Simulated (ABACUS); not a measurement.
Set-up for a self-consistent single point of CdTe (F-43m, 2 atoms in the cell; from Materials Project mp-406, changed as shown).

```
CdTe
1.0
    0.00000     3.32530     3.32530
    3.32530     0.00000     3.32530
    3.32530     3.32530     0.00000
Cd Te
1 1
Direct
  0.00000   0.00000   0.00000
  0.25000   0.25000   0.25000
```

Level of theory: LDA (PW92), PseudoDojo 0.4 standard norm-conserving LDA (tails mended) pseudopotentials (plane waves; ABACUS).

ABACUS settings:

- KPT = Gamma 8 8 8 0 0 0
- basis_type = pw
- dft_functional = PWLDA
- ecutwfc = 102 Ry
- smearing_method = gaussian
- smearing_sigma = 0.000734986 Ry
- potentials = PseudoDojo 0.4 standard norm-conserving LDA (tails mended)
- symmetry = 1
- symmetry_prec = 1e-05
- ks_solver = dav_subspace
- scf_nmax = 100
- scf_thr = 1.0e-09 Ry
- mixing_type = broyden

Results:

* **Number of valence electrons**: 36
* **Number of bands**: 28
* **Number of k-points after the program's reduction**: 29
* **Number of plane waves (most at a k-point)**: 8657
* **Number of SCF iterations**: 7
* **FFT grid**: 60 × 60 × 60
* **Free energy E − TS**: -7615.6325 eV
* **Top of the valence band (on the code's own zero)**: 6.26 eV
* **Gap on the k-point mesh**: 0.28 eV
* **Pressure**: -3.97 GPa

Stress (GPa, positive for compression):
```
-3.97   0.00   0.00
 0.00  -3.97   0.00
 0.00   0.00  -3.97
```

The gap is read on the k-point mesh of the run and can differ from the gap over the whole zone at this level.

For comparison: a first run was changed to give this one (volume scaled by 1.04), and from it to this one the free energy rises by 29.9 meV/atom, the pressure goes from -2.83 to -3.97 GPa and the gap on the mesh goes from 0.396 to 0.284 eV.

Spin-orbit coupling is left out, which matters for bands and gaps with elements this heavy. The structure comes from a collection of computed structures, made at another level of theory; the collection holds predicted forms beside known ones.

Cost on one core: roughly 3 core-minutes.

“Tails mended”: in these copies of the files the far tail of each local potential was reset to the Coulomb form.
